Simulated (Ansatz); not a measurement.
AlPt:
```xyz
2
Lattice="0.0000 2.5679 2.5679 2.5679 0.0000 2.5679 2.5679 2.5679 0.0000" Properties=species:S:1:pos:R:3 pbc="T T T"
Pt     0.0000     0.0000     0.0000
Al     2.5679     2.5679     2.5679
```

Relaxed with PBE. Special points in fractions of this cell's reciprocal vectors: Γ (0.000, 0.000, 0.000); X (0.500, 0.000, 0.500); U (0.625, 0.250, 0.625); K (0.375, 0.375, 0.750); L (0.500, 0.500, 0.500); W (0.500, 0.250, 0.750).

### Question
List the band energies nearest the Fermi level at these points for plane-wave PAW PBE with spin–orbit coupling (Ansatz code).

### Answer
In eV from the Fermi level; about four levels below and three above (degenerate sets whole), none deeper than 8.9 eV; points with the same levels are listed once.

| k | below | above |
|---|---|---|
| Γ | -2.92 -2.92 -2.92 -2.92 | 4.97 4.97 5.65 5.65 5.65 5.65 |
| X | -1.48 -1.48 -0.72 -0.72 | 1.17 1.17 1.77 1.77 |
| U | -1.69 -1.69 -0.38 -0.38 | 0.50 0.50 3.14 3.14 |
| L | -2.03 -2.03 -1.01 -1.01 | 6.00 6.00 6.79 6.79 |
| W | -1.92 -1.92 -1.44 -1.44 | 0.06 0.06 0.32 0.32 |

Space group Fm-3m (rock salt). The start of the workflow was typed in or built on a structure type; neither database checked (COD, Materials Project) lists it. Its standing as an ambient phase is unchecked. The PBE relaxation kept the symmetry of its start; its stability against distortions is not shown here. The run is not spin-polarised.

Potentials: the later of the program's two PAW sets.
